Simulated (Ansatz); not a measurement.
A plane-wave DFT run in Ansatz 0.2.0 (scalar-relativistic PAW potentials unless the input names others): input and command.

```yaml
crystal:
  lattice:
    - [0.0, 3.7807066328, 3.7807066328]
    - [3.7807066328, 0.0, 3.7807066328]
    - [3.7807066328, 3.7807066328, 0.0]
  atoms:
    - { symbol: Tl, position: [0.5, 0.5, 0.5] }
    - { symbol: Tl, position: [0.75, 0.75, 0.75] }
    - { symbol: Os, position: [0.125, 0.125, 0.125] }
    - { symbol: Os, position: [0.625, 0.125, 0.125] }
    - { symbol: Os, position: [0.125, 0.125, 0.625] }
    - { symbol: Os, position: [0.125, 0.625, 0.125] }
basis:
  ecutwfc: 420
kpoints:
  mp_grid: { grid: [10, 10, 10] }
hamiltonian:
  xc: pbe
scf:
  occupations: { method: gaussian, width: 0.1 }
  mixing: { algorithm: broyden, beta: 1.5, ndim: 1, preconditioner: none }
  max_iter: 50
output:
  forces: true
  eigenvalues: true
  stress: true
```

```bash
ansatz run input.yaml --threads 1 --pin off --max-ram 2560MiB --backend cpu --events-out ev --progress --plain --runs-dir out
```

Question: What is wrong with this input?

Answer: The program refuses it, because of mixing far too strong (scf.mixing: not typed → {"algorithm": "broyden", "beta": 1.5, "ndim": 1, "preconditioner": "none"}). Without that key it is accepted.

Abridged log:
```
Error: invalid value for `scf.mixing.beta`: must be finite and in (0, 1]; got 1.5
```